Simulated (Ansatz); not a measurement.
This cell of NaCl (rock salt) is off equilibrium:

```yaml
crystal:
  lattice:
    - [0.00000, 5.69553, 5.69553]
    - [2.84776, 2.84776, 5.69553]
    - [2.84776, 2.84776, 0.00000]
  atoms:
    - { symbol: Cl, position: [0.00000, 0.01756, 0.98244] }
    - { symbol: Cl, position: [0.50000, 0.98244, 0.01756] }
    - { symbol: Na, position: [0.00000, 0.48289, 0.51711] }
    - { symbol: Na, position: [0.50000, 0.51711, 0.48289] }
```

The numbers are results of PBE (plane waves to 420 eV, PAW, scalar-relativistic; Ansatz, a quantum-chemistry and plane-wave program), not measurements. k mesh 10×10×10 (Γ-centred), Fermi-Dirac smearing 0.05 eV. Stress and pressure are positive under compression. NaCl was relaxed with its symmetry unable to fall.

### Question
What forces act on the atoms (eV/Å, Cartesian)?

### Answer
```csv
atom,Fx,Fy,Fz
Cl1,0.000,0.000,-0.429
Cl2,0.000,0.000,0.429
Na3,0.000,0.000,0.287
Na4,0.000,0.000,-0.287
```

### Question
Give the stress tensor in GPa and the pressure.

### Answer
```
   0.09     0.00     0.00
   0.00     0.09     0.00
   0.00     0.00     1.39
```
The pressure, a third of the trace, is 0.53 GPa.

(For displaced atoms, the force is minus the slope of the energy, and its curvature is a force constant, which sets phonon frequencies.)
